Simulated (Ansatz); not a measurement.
## Relaxing a structure of Nb₂C

The relaxed structure here is a generated cell of Nb2C: the first start was made by a random draw of sites in a space group, and the end was not matched to a known phase here, so it may be hypothetical.

The start is a randomly generated symmetric cell of Nb2C (space group No. 187). A full variable-cell relaxation at zero pressure is run with PBEsol (plane waves to 420 eV, PAW, scalar-relativistic; Ansatz, a quantum-chemistry and plane-wave program). First-step values are on the input's coarse k-mesh.

Ansatz input (later rounds restart from its end on a renewed k-mesh):
Ansatz 0.2 input:
```yaml
crystal:
  lattice:
    - [5.4384703, 0, 0]
    - [-2.7192352, 4.7098535, 0]
    - [0, 0, 1.9974129]
  atoms:
    - { symbol: C, position: [0, 0, 0.5] }
    - { symbol: Nb, position: [0.33333333, 0.66666667, 0] }
    - { symbol: Nb, position: [0.66666667, 0.33333333, 0.5] }
basis: { ecutwfc: 420, ecutrho_ratio: 4, xc_grid: 2, fft_grid_basis: typed }
kpoints: { mp_grid: { grid: [5, 5, 11] } }
hamiltonian:
  xc: pbesol
  dispersion: none
  pseudopotentials: { kind: paw }
scf: { occupations: { method: fermi_dirac, width: 0.05 } }
relax: { f_tol: 0.01, max_steps: 100, cell: { stress_tol: 0.02 } }
output: { forces: true, stress: true }
```

```yaml
volume_change: -16.2 %, from 17.05 to 14.29 Å³/atom
band_gap_at_the_end: zero (metallic)
optimiser_moves: 32
```

It ends as:

Space group P-6m2 (No. 187); a = 3.701 Å, b = 3.701 Å, c = 3.614 Å, α = 90.00°, β = 90.00°, γ = 120.00°

| atom | site | symmetry | x | y | z |
|---|---|---|---|---|---|
| C | 1b | -6m2 | 0.0000 | 0.0000 | 0.5000 |
| Nb | 1e | -6m2 | 0.6667 | 0.3333 | 0.0000 |
| Nb | 1d | -6m2 | 0.3333 | 0.6667 | 0.5000 |

Final values are on a 15×15×13 k-mesh of the relaxed cell. The start holds a very short contact (C–C 2.00 Å). No spin polarisation in the result.

The run could not lose the symmetry of its start: the end is stationary, and may be a saddle point rather than a minimum.

All atoms sit on sites fixed by symmetry, so only the cell could relax.
